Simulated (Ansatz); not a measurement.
# Structure relaxation, La

The start is a randomly generated symmetric cell of La (space group No. 69). A full variable-cell relaxation at zero pressure is run with r2SCAN (plane waves to 500 eV, PAW, scalar-relativistic; Ansatz, an electronic-structure program). The first steps use a coarse 13×13×13 k-mesh.

The start:
```
CELL_PARAMETERS angstrom
      0.00000     2.77216     5.12615
      1.50594     0.00000     5.12615
      1.50594     2.77216     0.00000
ATOMIC_POSITIONS crystal
  La 0.00000 0.00000 0.00000
```

### Question
Does the structure survive the relaxation? Give the final space group.

### Answer
The space group goes from Fmmm (No. 69) to I4/mmm (No. 139); the end is AFLOW prototype A_tI2_139_a (A_a), with 1 atom in the primitive cell.

### Question
How much energy is released per atom?

### Answer
0.97 eV/atom.

### Question
How does the volume per atom move from start to end?

### Answer
-12.8 %, from 42.80 to 37.31 Å³/atom.

### Question
What band gap does the relaxed structure have at this level?

### Answer
Zero (metallic).

### Question
Write out the relaxed structure.

### Answer

```cif
data_La2
_chemical_formula_sum 'La2'
_space_group_name_H-M_alt 'I4/mmm'
_space_group_IT_number 139
_space_group_name_Hall '-I 4 2'
_cell_length_a 4.44104
_cell_length_b 4.44104
_cell_length_c 3.78320
_cell_angle_alpha 90.000
_cell_angle_beta 90.000
_cell_angle_gamma 90.000
loop_
_atom_site_label
_atom_site_type_symbol
_atom_site_symmetry_multiplicity
_atom_site_Wyckoff_symbol
_atom_site_fract_x
_atom_site_fract_y
_atom_site_fract_z
_atom_site_occupancy
La1 La 2 a 0.00000 0.00000 0.00000 1
```
(The calculation used a cell of 1 atom; values per cell refer to that cell.)

Final values are on a 16×16×16 k-mesh of the relaxed cell. No spin polarisation in the result.

The run could not lose the symmetry of its start, so the end can be a saddle point.

The relaxed structure here is a generated cell of La: the first start was made by a random draw of sites in a space group, and the end was not matched to a known phase here, so it may be hypothetical. Known forms of La include space group No. 194.
